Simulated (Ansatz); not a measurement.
## Fixed-spin-moment curve of Ni

The cell (1 atom) is Ni as a measured crystal structure (space group Fm-3m). Source: COD entry 9012986; it may be a high-temperature, high-pressure or metastable form.

```
Ni
1.0
     0.00000    1.76775    1.76775
     1.76775    0.00000    1.76775
     1.76775    1.76775    0.00000
Ni
1
Cartesian
  0.0000 0.0000 0.0000
```

Numbers behind element symbols give the atom's place in this list.

Method: Ansatz development build ahead of 0.2.0, DFT, PBE, PAW, plane waves, scalar-relativistic.

```
Plane-wave cutoff : 420 eV
k-point mesh      : 14×14×14 (Γ-centred)
Occupations       : Gaussian smearing, 0.1 eV
```

The total moment includes the space between the atomic spheres.

A small moment in a metal is sensitive to the mesh and the smearing.

The total moment of the cell is held fixed (separate Fermi levels for the two spins), shared at the start among the Ni atoms with one sign; no search for lower states follows. Energies are free energies per cell above the lowest run, the runs with a free moment included. A row is the solution that its start led to, not a proven minimum at that M. The run at M = 0 starts without moments and gives the spin-unpolarised solution. The cell holds one magnetic atom, so only parallel order fits; orders in a larger cell may lie lower.

The run at M = 0.95 μB took 1.2 s on 2 threads of Arm Neoverse V2 (shared host), peak memory 0.26 GiB.

```csv
fixed M (μB/cell),F − F(lowest) (meV/cell),moments of Ni1 (μB)
0.00,53,0.00
0.24,42,0.26
0.48,9,0.52
0.71,?,?
0.95,61,0.97
1.19,211,1.17
1.43,476,1.37
1.67,?,?
1.91,1416,1.73
```

Problem. Fill in the row for M = 0.71 μB.

Solution. 1 meV; moments Ni1 0.75 μB.

Problem. Fill in the row for M = 1.67 μB.

Solution. 868 meV; moments Ni1 1.55 μB.

Problem. Where do runs with a free total moment end?

Solution. “usual moment, free total moment [Ni1 2.00 μB]” ends at 0.63 μB, 0 meV; “usual moment scaled by 0.1, free total moment [Ni1 0.20 μB]” ends at 0.63 μB, 0 meV.
